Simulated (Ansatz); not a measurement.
**Stability checks on a candidate for V3MoS8**

The cell was found from a structure generator's guess, not taken from experiment.

These are results of DFT PBE, scalar-relativistic, plane waves, PAW in Ansatz 0.2.0, not measurements. Settings of the last relaxation (12-atom cell): 420 eV, 6×6×6 k points, Gaussian smearing of 0.10 eV, collinear spin.

```yaml
crystal:
  lattice:
    - [3.19028, 1.84191, 6.84251]
    - [-3.19028, 1.84191, 6.84251]
    - [0.00000, -3.68382, 6.84251]
  atoms:
    - { symbol: V, position: [0.50000, 0.00000, 0.00000] }
    - { symbol: V, position: [0.00000, 0.50000, 0.00000] }
    - { symbol: V, position: [0.00000, 0.00000, 0.50000] }
    - { symbol: Mo, position: [0.50000, 0.50000, 0.50000] }
    - { symbol: S, position: [0.74376, 0.23220, 0.74376] }
    - { symbol: S, position: [0.74376, 0.74376, 0.23220] }
    - { symbol: S, position: [0.23220, 0.74376, 0.74376] }
    - { symbol: S, position: [0.23799, 0.23799, 0.23799] }
    - { symbol: S, position: [0.25624, 0.76780, 0.25624] }
    - { symbol: S, position: [0.25624, 0.25624, 0.76780] }
    - { symbol: S, position: [0.76780, 0.25624, 0.25624] }
    - { symbol: S, position: [0.76201, 0.76201, 0.76201] }
```

Formation energies are uncorrected and refer to the elements' standard structures at the same level.

Question: These tests were run: energy against the elements; phonons at Γ. What do they show?

Answer:

```csv
test,result
energy against the elements,−0.81 eV/atom
phonons at Γ,lowest optical mode 129 cm⁻¹
```

It fails none of these tests. Other phases of the system weren't compared here, so this isn't yet thermodynamic stability. Phonons away from Γ weren't computed.

No dispersion correction is applied, so the spacing and binding between layers, chains or molecules are poorly described. No Hubbard U is applied to the 3d shell of V. The reference form of S is held partly by dispersion forces, which this level lacks. Another magnetic order may lie lower. The run for the phonons used a 6×6×6 k mesh and Gaussian smearing of 0.20 eV. The cell carries site moments V -0.3 (×3) μB.
